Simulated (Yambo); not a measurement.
Material: KHF$_{2}$ (space group I4/mcm, No. 140); a = b = c = 5.188 Å, α = β = 114.69°, γ = 99.48° (8 atoms in the cell). The geometry is that of Materials Project entry mp-23846, symmetrised and not relaxed again.

With PBEsol (Quantum ESPRESSO, PseudoDojo norm-conserving, 84 Ry, no spin-orbit coupling), the gap between the mesh's edge points (Z → Γ) is 7.178 eV.

**Question.** Estimate the G0W0 gap between the same points from Yambo (4×4×4 Γ-centred k mesh, 118 bands and a 6 Ry block in the screening, 118 bands in G with the Bruneval-Gonze terminator, plasmon pole fitted at 27.2 eV).

**Answer.** The correction is 4.298 eV, giving 11.476 eV, 1.6 times the PBEsol value.  Nearest settings tried, and what they do to the gap: 2 Ry block (43 vectors against 181): +726 meV. Not varied: bands in G, bands in W, mesh. So the settings aren't converged at that level.
